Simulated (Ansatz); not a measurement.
The numbers come from plane-wave PAW DFT (Ansatz): PBEsol, no spin polarisation, 420 eV, 8×8×8 Γ-centred k points, fermi-dirac occupations (width 0.1 eV). Nothing was relaxed.

Computed maps in the lattice plane spanned by b (left to right, 4.01 Å, 12 points from zero) and c (bottom to top, 4.01 Å, 12 points from zero), 90° apart, at height 0.000 along a. The fields are smooth PAW ones with compensation charges, not the true ones near nuclei.

Valence density. Digits on a logarithmic scale: 0 up to 0.03 e/Å³, each further digit a factor of 1.6, 9 from 1.3 e/Å³ up:
```
999789998799
998668986689
776445554467
986433333468
998532123589
999531113599
998532123589
986433333468
776445554467
998668986689
999789998799
999799999799
```

ELF. Ten even steps from '0' (0.01) to '9' (0.85):
```
885189898158
553159995135
111015751011
885100100158
699500000599
289710001798
699500000599
885100100158
111015751011
553159995135
885189898158
985186268158
```

Q: The cell is BaRhO3. Which atoms lie within 0.2 Å of this plane, and where (fractions of b and c)?

A: Rh at (0.00, 0.00), O at (0.50, 0.00), O at (0.00, 0.50). The whole cell:
```yaml
crystal:
  lattice:
    - [4.00848, 0.00000, 0.00000]
    - [0.00000, 4.00848, 0.00000]
    - [0.00000, 0.00000, 4.00848]
  atoms:
    - { symbol: Ba, position: [0.50000, 0.50000, 0.50000] }
    - { symbol: Rh, position: [0.00000, 0.00000, 0.00000] }
    - { symbol: O, position: [0.00000, 0.50000, 0.00000] }
    - { symbol: O, position: [0.50000, 0.00000, 0.00000] }
    - { symbol: O, position: [0.00000, 0.00000, 0.50000] }
```

Origin: a known structure type with other elements, at an estimated volume, so it need not be a known compound. Caveats: many states at the Fermi level without spin polarisation, so a magnetic state may lie lower.
